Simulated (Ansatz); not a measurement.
Ta2C in space group P-3m1 (No. 164; Ta on 2d, C on 1a) under volume change, the program Ansatz at the PBEsol level (PAW), shape and atoms relaxed at each volume.

```
V (Å³/atom)  E − E(relaxed) (meV/atom)  P (GPa)
-----------  -------------------------  -------
12.383                           110.9    31.46
12.791                            46.6    19.31
13.199                            11.0     8.89
13.608                             0.0     0.00
14.016                             9.9    -7.57
14.424                            37.5   -13.96
14.832                            80.2   -19.36
```

What does a third-order Birch–Murnaghan fit give for V₀, B₀ and B′?

V₀ = 13.61 Å³/atom, B₀ = 272 GPa, B′ = 4.4.

The first step of the workflow began from a Materials Project structure, measured or hypothetical; the Crystallography Open Database files this formula in space group No. 164, but the cells were not matched. Whether it is the stable phase at ambient conditions was not checked. Symmetry was held in the PBEsol relaxation; of distortions, only those at the zone centre were tested. The run is not spin-polarised. Spin–orbit coupling is left out wherever it is not named.

Potentials: the later of the program's two PAW sets.
